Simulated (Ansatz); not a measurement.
This run works on a generated trial structure, not on a known crystal.

Input and command of a plane-wave DFT calculation in Ansatz:

```yaml
crystal:
  lattice:
    - [-3.1659550653, 3.1659550653, 6.3003736777]
    - [3.1659550653, -3.1659550653, 6.3003736777]
    - [3.1659550653, 3.1659550653, -6.3003736777]
  atoms:
    - { symbol: Te, position: [0.5, 0.5, 0.0] }
    - { symbol: Pb, position: [0.0, 0.5, 0.5] }
    - { symbol: Pb, position: [0.7584665977, 0.7584665977, 0.0] }
    - { symbol: Pb, position: [0.5, 0.0, 0.5] }
    - { symbol: Pb, position: [0.2415334023, 0.2415334023, 0.0] }
    - { symbol: Se, position: [0.75, 0.25, 0.5] }
    - { symbol: Se, position: [0.25, 0.75, 0.5] }
    - { symbol: Se, position: [0.0, 0.0, 0.0] }
basis:
  ecutwfc: 420
kpoints:
  mp_grid: { grid: [8, 8, 8] }
hamiltonian:
  xc: pbe
scf:
  occupations: { method: gaussian, width: 0.01 }
output:
  forces: true
  stress: true
  eigenvalues: true
relax:
  adjacent_minimum: "off"
  f_tol: 0.01
  max_steps: 80
  cell: { stress_tol: 0.05 }
```

```bash
ansatz run input.yaml --threads 1 --pin off --max-ram 2560MiB --backend cpu --events-out ev --progress --plain --runs-dir out
```

Processor: Intel(R) Xeon(R) Platinum 8259CL CPU @ 2.50GHz (Skylake/Cascade Lake), 1 thread, on a host shared with other jobs.

**Question.** Estimate time, memory and problem size.

**Answer.** About 5.7 min, peak memory 1.1 GiB. It solves 72 bands at 59 k points (after reduction by symmetry) with about 4933 plane waves (on the last cell), in 21 SCF iterations over 4 ionic steps.
